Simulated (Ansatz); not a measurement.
Total density of states per atom from DFT-r²SCAN in the program Ansatz with PAW potentials, in 0.25 eV bins, energy from the valence-band maximum:

```
E (eV) | states/eV/atom
    -5.85 |  0.00
    -5.60 | ############ 1.22
    -5.35 | ######### 0.91
    -5.10 | ################# 1.71
    -4.85 | ############################## 3.00
    -4.60 | ############ 1.16
    -4.35 |  0.00
    -4.10 |  0.00
    -3.85 | # 0.06
    -3.60 | ## 0.18
    -3.35 | ### 0.27
    -3.10 | #### 0.42
    -2.85 | ##### 0.52
    -2.60 | ## 0.23
    -2.35 | ######## 0.79
    -2.10 | ############ 1.22
    -1.85 | ################ 1.58
    -1.60 | ################### 1.87
    -1.35 | ################## 1.84
    -1.10 | ###################### 2.23
    -0.85 | ########### 1.11
    -0.60 | ######## 0.81
    -0.35 | ######## 0.75
    -0.10 | ##### 0.53
     0.15 |  0.00
     0.40 |  0.00
     0.65 |  0.00
     0.90 |  0.00
     1.15 |  0.00
     1.40 |  0.00
     1.65 |  0.00
     1.90 |  0.00
     2.15 |  0.00
     2.40 |  0.00
     2.65 |  0.00
     2.90 |  0.00
     3.15 |  0.00
     3.40 |  0.00
     3.65 |  0.00
     3.90 |  0.00
     4.15 |  0.00
     4.40 |  0.01
     4.65 |  0.03
     4.90 |  0.04
     5.15 |  0.05
     5.40 | # 0.06
     5.65 | # 0.07
     5.90 | # 0.08
     6.15 | # 0.10
     6.40 | # 0.14
     6.65 | ## 0.15
     6.90 | # 0.13
     7.15 | ## 0.16
     7.40 | ## 0.16
     7.65 | # 0.14
     7.90 | # 0.13
     8.15 | # 0.09
     8.40 | # 0.05
     8.65 |  0.04
     8.90 | # 0.07
```

**Question.** Which compound is it?
A) NaCdF3, R3c (Na on 6a, Cd on 6a, F on 18b)
B) TiCd, P4/nmm (Ti on 2c, Cd on 2c)
C) Na2S, P6_3/mmc (S on 2c, Na on 2a, Na on 2d)
D) LuCd3, Cmcm (Lu on 4c, Cd on 4c, Cd on 8g)

**Answer.** A, NaCdF3, R3c (Na on 6a, Cd on 6a, F on 18b). Top 1 eV of the valence band: F 2p 83 %, Cd 4d 16 %. Bottom 1 eV of the conduction band: Cd 5s 46 %, Na 3s 30 %, F 2s 14 %, F 2p 8 %. Projections are on Löwdin-orthogonalised atomic valence shells; empty p or d shells of many metals are not among them.

The first step of the workflow began from a Materials Project structure, measured or hypothetical; the Crystallography Open Database copy checked does not list it. With Na and Cd taken as one species the cell has the higher symmetry R-3c, so it may be an ordered model of a mixed-site phase. Whether it is the stable phase at ambient conditions was not checked. The cell was relaxed with r²SCAN under the symmetry of its start; its stability against distortions is not shown here. Scalar-relativistic: spin–orbit coupling is off unless named, which matters more the heavier the elements.

Potentials: the later of the program's two PAW sets.
